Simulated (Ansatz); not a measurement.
Consider the following.

GePt:
```yaml
crystal:
  lattice:
    - [-1.61379, 1.61379, 6.67774]
    - [1.61379, -1.61379, 6.67774]
    - [1.61379, 1.61379, -6.67774]
  atoms:
    - { symbol: Pt, position: [0.00513, 0.00513, 0.00000] }
    - { symbol: Pt, position: [0.75513, 0.25513, 0.50000] }
    - { symbol: Ge, position: [0.41087, 0.41087, 0.00000] }
    - { symbol: Ge, position: [0.16087, 0.66087, 0.50000] }
```

This is the PBE-relaxed structure.

Task: All from plane-wave PAW PBE (Ansatz code), unless another level is named. Estimate the electronic character.

Result: metallic (no gap).

Task: Give the formation energy from the elements (no fitted shifts).

Result: -22 kJ/mol of atoms.

Task: What about the density of states at the Fermi level?

Result: 0.46 states/eV per atom (mean over ±0.08 eV).

Space group I4_1md. The cell is a constructed one: a structure type filled with these elements; neither database checked (COD, Materials Project) lists it. COD files the formula under space group No. 62, so this cell is another polymorph or a model. Its standing as an ambient phase is unchecked. The cell was relaxed with PBE under the symmetry of its start; whether a distortion lowers the energy is not shown. No spin polarisation was allowed. The references are the lowest solids computed at this level, not always the standard phases. Spin–orbit coupling is left out wherever it is not named.

Potentials: the later of the program's two PAW sets.
